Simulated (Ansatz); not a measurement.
**Structure relaxation, W**

The start is a relaxed W cell, doubled along one cell vector, shaken by Gaussian noise of σ = 0.08 Å a coordinate. The structure is fully relaxed (lattice and positions, P = 0) with PBE (plane waves to 420 eV, PAW, scalar-relativistic; Ansatz, an electronic-structure program). First-step values are on the input's coarse k-mesh.

Ansatz input (later rounds restart from its end on a renewed k-mesh):
Ansatz 0.2 input:
```yaml
crystal:
  lattice:
    - [1.3919216389, 0.8036263329, 7.3740822879]
    - [-2.7838432778, 1.6072526658, 14.7481645758]
    - [0, -1.6072526659, 7.3740822879]
  atoms:
    - { symbol: W, position: [-0.0373692175, 0.0144017021, -0.0001093338] }
    - { symbol: W, position: [0.0482893752, 0.4949482521, -0.0438325184] }
    - { symbol: W, position: [0.2216377423, 0.1173014918, 0.2160537163] }
    - { symbol: W, position: [0.1565129429, 0.6154193393, 0.2660006527] }
    - { symbol: W, position: [0.7666467186, 0.4010581088, 0.7684172677] }
    - { symbol: W, position: [0.7857226537, 0.898243412, 0.7611702819] }
basis: { ecutwfc: 420, ecutrho_ratio: 4, xc_grid: 2, fft_grid_basis: typed }
kpoints: { mp_grid: { grid: [13, 7, 13] } }
hamiltonian:
  xc: pbe
  dispersion: none
  pseudopotentials: { azcp: { folder: ./paw }, kind: paw }
scf: { occupations: { method: fermi_dirac, width: 0.05 } }
relax: { f_tol: 0.01, max_steps: 100, cell: { stress_tol: 0.02 } }
output: { forces: true, stress: true }
```

```json
{
  "largest_initial_force": "1.94 eV/Å, on W1 (atoms numbered as listed)",
  "energy_released": "0.54 eV/atom",
  "relative_to_the_parent": "It does not go back: it reaches Im-3m (No. 229), bcc (W type), 0.49 eV/atom below the parent",
  "band_gap_at_the_end": "zero (metallic)",
  "optimiser_moves": "10"
}
```

Final values are on a 20×20×20 k-mesh of the relaxed cell. No spin polarisation in the result.

Of the parent cell (R-3m (No. 166)): it is a generated cell of W: the first start was made by placing the elements on the sites of a structure type, and the end was not matched to a known phase here, so it may be hypothetical. Known forms of W include space group No. 229.
